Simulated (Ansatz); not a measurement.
A distorted cell of RhPb2 (space group I4/mcm):

```xyz
6
Lattice="-3.2848 3.2848 2.8596 3.2848 -3.2848 2.8596 3.2848 3.2848 -2.8596" Properties=species:S:1:pos:R:3 pbc="T T T"
Rh     0.0000     0.0000     1.4298
Rh     0.0000     0.0000     4.2894
Pb     2.2089     1.0759     2.8596
Pb     1.0759     2.2089     0.0000
Pb    -1.0759     2.2089     2.8596
Pb     4.3607     1.0759     0.0000
```

Computed with PBEsol (plane waves to 420 eV, PAW, scalar-relativistic; Ansatz, an electronic-structure program). k mesh 11×11×11 (Γ-centred), Fermi-Dirac smearing 0.05 eV. E stands for the smeared free energy. Stress and pressure are positive under compression. RhPb2 is run without spin polarisation. RhPb2 was relaxed with its symmetry unable to fall. Spin-orbit coupling is left out, though Pb is heavy.

Task: Give the stress tensor in GPa and the pressure.

Result: 
```
    5.5      0.0      0.0
    0.0      5.5      0.0
    0.0      0.0      5.4
```
The pressure, a third of the trace, is 5.4 GPa.

Task: It is the relaxed cell scaled evenly to V/V₀ = 0.952, atoms relaxed where free. What is its energy relative to the relaxed cell?

Result: 17 meV/atom.

(Under strain, the slope of the energy per volume gives the stress and its curvature an elastic modulus.)
